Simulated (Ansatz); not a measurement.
Al3GaN4:
```xyz
8
Lattice="3.1508 0.0000 0.0000 -1.5754 2.7287 0.0000 0.0000 0.0000 10.1624" Properties=species:S:1:pos:R:3 pbc="T T T"
Ga     0.0000     1.8191     0.0572
N      0.0000     1.8191     2.0446
Al     1.5754     0.9096     2.6263
N      1.5754     0.9096     4.5383
Al     0.0000     1.8191     5.1307
N      0.0000     1.8191     7.0415
Al     1.5754     0.9096     7.6313
N      1.5754     0.9096     9.5425
```

DFT-PBE in the program Ansatz with PAW potentials gives a gap of 3.17 eV without spin–orbit coupling, maximum at Γ, minimum at Γ.

Problem. What happens when spin–orbit coupling is switched on?

Solution. The gap drops by 0.01 eV, to 3.16 eV; maximum at Γ, minimum at Γ.

Problem. Give the electron effective mass with spin–orbit coupling.

Solution. 0.26 mₑ (isotropic).

Space group P3m1. The start of the workflow was typed in or built on a structure type; neither database checked (COD, Materials Project) lists it. Its standing as an ambient phase is unchecked. The PBE relaxation kept the symmetry of its start; its stability against distortions is not shown here.

Potentials: the earlier of the program's two PAW sets.
